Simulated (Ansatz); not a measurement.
All numbers below come from DFT PBE, scalar-relativistic, plane waves, PAW (Ansatz 0.2.0). Settings: cutoff 420 eV, Γ-centred meshes spaced at most about 0.3 Å⁻¹, and about 0.25 Å⁻¹ or finer for metals (2π included), Gaussian smearing. No spin polarisation in the final relaxations.

These are static total energies at zero pressure.

Two relaxed structures of Ga3AsN2:

A.

Space group P3m1 (No. 156). a = 3.468 Å, b = 3.468 Å, c = 8.795 Å, α = 90.00°, β = 90.00°, γ = 120.00°
```tsv
atom	site	symmetry	x	y	z
Ga	1b	3m.	0.3333	0.6667	0.9973
Ga	1a	3m.	0.0000	0.0000	0.7081
Ga	1c	3m.	0.6667	0.3333	0.2855
As	1a	3m.	0.0000	0.0000	0.4241
N	1b	3m.	0.3333	0.6667	0.7721
N	1c	3m.	0.6667	0.3333	0.0629
```

B.

Space group P-3m1 (No. 164). a = 3.184 Å, b = 3.184 Å, c = 8.857 Å, α = 90.00°, β = 90.00°, γ = 120.00°
| atom | site | symmetry | x | y | z |
| --- | --- | --- | --- | --- | --- |
| Ga | 2d | 3m. | 0.6667 | 0.3333 | 0.7736 |
| Ga | 1b | -3m. | 0.0000 | 0.0000 | 0.5000 |
| As | 1a | -3m. | 0.0000 | 0.0000 | 0.0000 |
| N | 2d | 3m. | 0.3333 | 0.6667 | 0.6437 |

Question: Which form is favoured at zero pressure, and by what margin per atom?

Answer: A is lower, by 0.31 eV/atom. A has As and N ordered on zinc blende sites, space group P3m1 (No. 156), 15.3 Å³/atom and no gap on its mesh; B has As and N ordered on rock salt sites, space group P-3m1 (No. 164), 13.0 Å³/atom and no gap. Counting As or N atoms around Ga (for each partner element, those within 1.25 times its shortest distance or 1.15 times the sum of covalent radii, where it is the nearest in units of that sum or under 1.3), A has Ga 4 and B has Ga 6. The lower one is the more open, so pressure narrows the difference. In A, Ga on its first site is surrounded by 4 N at 1.98–2.08 Å; around As lie 3 Ga at 2.34 Å and 1 Ga at 2.50 Å; N on its first site is surrounded by 4 Ga at 1.98–2.08 Å; 3 more sites not described. In B, around Ga on a site of symmetry 3m lie 3 N at 2.17 Å and 3 As at 2.72 Å; around As lie 6 Ga at 2.72 Å; around N lie 6 Ga at 2.17–2.24 Å; 1 more site not described. Both come from invented guesses.

The zero gap of P3m1 may come from the functional, which often closes small gaps. With atoms moved at random, P-3m1 came back. Other cells relaxed within their symmetry can be saddle points.
